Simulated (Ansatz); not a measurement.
ZrGeSe in space group P4/nmm (No. 129; Zr on 2c, Ge on 2a, Se on 2c), DFT-PBE in the program Ansatz with PAW potentials, all energies at zero smearing, with the estimated change up to a 700 eV cutoff added, with one set of potentials and settings (totals compare only within such a set). Cell of 6 atoms (2 Zr, 2 Ge, 2 Se): -27902.181 eV.

| element | reference phase | E (eV/atom) |
|---|---|---|
| Zr | P6_3/mmc, 2 atoms in the cell | -4183.8611 |
| Ge | Fd-3m, 2 atoms in the cell | -4294.9907 |
| Se | P3_121, 3 atoms in the cell | -5469.0896 |

Formation energy per atom, worked out: (-27902.181 − 2×(-4183.8611) − 2×(-4294.9907) − 2×(-5469.0896))/6 = -1.050 eV/atom (-101 kJ per mol of atoms), at 0 K, without zero-point energy or fitted corrections.

The first step of the workflow began from a Materials Project structure, measured or hypothetical; the Crystallography Open Database files this formula in space group No. 129, but the cells were not matched. Its standing as an ambient phase is unchecked. Symmetry was held in the PBE relaxation; whether a distortion lowers the energy is not shown. No spin polarisation was allowed. The references are the lowest solids computed at this level, not always the standard phases.

Potentials: the earlier of the program's two PAW sets.
